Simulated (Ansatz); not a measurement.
Y$_{3}$Si:
```xyz
4
Lattice="0.0000 3.6995 3.6995 3.6995 0.0000 3.6995 3.6995 3.6995 0.0000" Properties=species:S:1:pos:R:3 pbc="T T T"
Si     0.0000     0.0000     0.0000
Y      3.6995     3.6995     3.6995
Y      1.8498     1.8498     1.8498
Y      5.5493     5.5493     5.5493
```

Relaxed with PBE. Special points in fractions of this cell's reciprocal vectors: Γ (0.000, 0.000, 0.000); X (0.500, 0.000, 0.500); U (0.625, 0.250, 0.625); K (0.375, 0.375, 0.750); L (0.500, 0.500, 0.500); W (0.500, 0.250, 0.750).

Task: List the band energies nearest the Fermi level at these points for PBE with spin–orbit coupling in the plane-wave PAW code Ansatz.

Result: In eV from the Fermi level; about four levels below and three above (degenerate sets whole), none deeper than 8.9 eV; points with the same levels are listed once.

```
k                                below                          above
-  -----------------------------------  -----------------------------
Γ  -1.48 -1.48 -1.48 -1.48 -0.46 -0.46  0.44 0.44 0.56 0.56 0.56 0.56
X              -1.41 -1.41 -1.37 -1.37            0.28 0.28 0.31 0.31
U              -0.36 -0.36 -0.02 -0.02            0.62 0.62 0.97 0.97
L              -2.30 -2.30 -0.16 -0.16            0.05 0.05 0.07 0.07
W              -0.09 -0.09 -0.09 -0.09            0.50 0.50 1.14 1.14
```

Space group Fm-3m. The cell is a constructed one: a structure type filled with these elements; neither database checked (COD, Materials Project) lists it. Its standing as an ambient phase is unchecked. Symmetry was held in the PBE relaxation. At this level the phase is dynamically unstable (imaginary phonons). No spin polarisation was allowed.

Potentials: the later of the program's two PAW sets.
